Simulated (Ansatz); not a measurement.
Magnetic states of manganese, diamond

These are results of Ansatz 0.2.0, DFT, r2SCAN, plane waves (500 eV) with PAW, scalar-relativistic, not measurements. The PAW files were generated under PBE, with cores re-solved for the functional.

Each start was relaxed and then solved on a dense mesh, with Fermi-Dirac smearing of 0.05 eV (0.1 eV in a metal without spin) extrapolated to zero. Rows within 2 meV/atom of each other tie.

Q: Where does each start end, and how do the energies compare? Starts: non-magnetic; antiferromagnetic.

A: 
```
            start                                                            ends  ΔE (meV/atom)  V (Å³/atom)
antiferromagnetic  antiferromagnetic, largest moment 3.54 μB in the atomic sphere            0.0        21.19
     non-magnetic                                               spin not included          651.7        14.66
```
